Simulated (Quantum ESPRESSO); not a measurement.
**Convergence of NMR parameters in KMgF3**

```xyz
5
Lattice="3.9785 0.0000 0.0000 0.0000 3.9785 0.0000 0.0000 0.0000 3.9785" Properties=species:S:1:pos:R:3 pbc="T T T"
K      1.9892     1.9892     1.9892
Mg     0.0000     0.0000     0.0000
F      0.0000     1.9892     0.0000
F      1.9892     0.0000     0.0000
F      0.0000     0.0000     1.9892
```
The cell comes from the Materials Project (a computed structure). It is KMgF3 in Pm-3m; whether this form has been observed was not checked. Stability against distortions was not tested.

Method: σ by PBE GIPAW (a modified build of Quantum ESPRESSO, JTH PAW datasets). The cutoff rises from row to row, with the meshes as listed. Costs are rough, from a shared machine. Shieldings are absolute and leave out the bulk-susceptibility term; a larger σ means a smaller chemical shift. No d partial waves on Mg: the paramagnetic term there is incompletely reconstructed. The structure is static (0 K, no zero-point motion).

```csv
setting,cutoff (Ha),k-mesh,σ_iso Mg (ppm),σ_iso F (ppm),f-sum rule missed by (%),rough cost ratio
A,17.5,3×3×3 shifted,559.4,334.9,0.08,about 1
B,22.5,4×4×4 shifted,554.7,332.2,0.00,3
C,32.5,6×6×6 shifted,554.7,331.8,0.00,9
```

Largest change from the last row but one to the last: σ_iso F (ppm) by -0.4.
